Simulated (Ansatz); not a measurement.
# InRh: energy along a strain

InRh, Pm-3m, a = 3.196 Å (as given, not relaxed at this level: -1.1 GPa). The structure is a COD entry; whether it is the stable form wasn't checked. Ansatz: PBEsol, PAW, 420 eV, Γ-centred 16×16×16 mesh on 2 atoms, Gaussian smearing 0.15 eV; no spin polarisation. Cell vectors (Å): 3.196 0.000 0.000; 0.000 3.196 0.000; 0.000 0.000 3.196. The cell is strained by x per cent times the pattern (0 0 0 0 0 1) in the order xx yy zz yz xz xy (engineering shears), with fractional coordinates held. y is the free energy over the start, V0 = 16.323 Å³/atom. Symmetry makes y even in x.

| x (%) | y (meV/atom) |
| --- | --- |
| -2.00 | 1.78 |
| -1.00 | 0.45 |
| 0.00 | 0.00 |
| 0.25 | 0.03 |
| 0.50 | ? |
| 0.75 | 0.25 |
| 1.25 | 0.70 |
| 1.50 | 1.00 |
| 1.75 | 1.36 |

**Question.** Fit y = c2 x² + c4 x⁴ to the other rows, get the stiffness along the pattern, and predict the missing energy.

**Answer.** Least squares on the rows shown. y = 0.4472 x² − 0.0006674 x⁴. The clamped-ion stiffness p·C·p = 2 × 4.472 eV × 160.2 / 16.323 Å³ = 88 GPa, which is C66 in these axes (C44 of the cubic crystal) (second derivative at the start, which stands under stress). At x = 0.50 the fit asked for gives 0.11 meV/atom. The run gave 0.11 meV/atom, the same to the digits shown.